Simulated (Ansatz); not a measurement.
Given:

Ga₃Mo:
```xyz
4
Lattice="3.9103 0.0000 0.0000 0.0000 3.9103 0.0000 0.0000 0.0000 3.9103" Properties=species:S:1:pos:R:3 pbc="T T T"
Ga     0.0000     1.9552     1.9552
Ga     1.9552     1.9552     0.0000
Ga     1.9552     0.0000     1.9552
Mo     0.0000     0.0000     0.0000
```

This is the PBEsol-relaxed structure.

Question: All from plane-wave PAW PBEsol (Ansatz code), unless another level is named. Estimate the highest zone-centre frequency.

Answer: 215 cm⁻¹.

Question: Next, the bulk modulus (Birch–Murnaghan fit)?

Answer: 136 GPa.

Space group Pm-3m (Cu3Au type). A made-up cell: these elements were put on the sites of a structure type; neither database checked (COD, Materials Project) lists it. Whether it is the stable phase at ambient conditions was not checked. Symmetry was held in the PBEsol relaxation. At this level the phase is mechanically unstable. The run is not spin-polarised. As this level gives no gap, phonon frequencies hold no LO–TO term and depend on the k-mesh and smearing (Fermi–Dirac, 0.1 eV here).

Potentials: the earlier of the program's two PAW sets. The files were generated under PBE; for other functionals the program regenerates the frozen cores, and for LDA and PBEsol the local potential too.
